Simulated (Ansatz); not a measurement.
Ag2O in space group Pn-3m (No. 224; Ag on 4c, O on 2a) at seven volumes, LDA in the plane-wave PAW code Ansatz, scaled uniformly. One row is withheld.

```
V (Å³/atom)  P (GPa)
-----------  -------
15.120         12.39
15.619             ?
16.117          3.40
16.616          0.00
17.114         -2.83
17.613         -5.16
18.111         -7.11
```

Task: Fit the shown pressures and predict the withheld one.

Result: P = (3/2)B₀(x^(7/2) − x^(5/2))[1 + (3/4)(B′ − 4)(x − 1)] with x = (V₀/V)^(2/3). Least squares on the six rows gives V₀ = 16.616 Å³/atom, B₀ = 103 GPa, B′ = 5.15. At V = 15.619, x = 1.0421 and P = 7.48 GPa. The run itself gave 7.48 GPa.

The LDA relaxation kept the symmetry of its start. At this level the phase is mechanically unstable. No spin polarisation was allowed.

Potentials: the later of the program's two PAW sets.
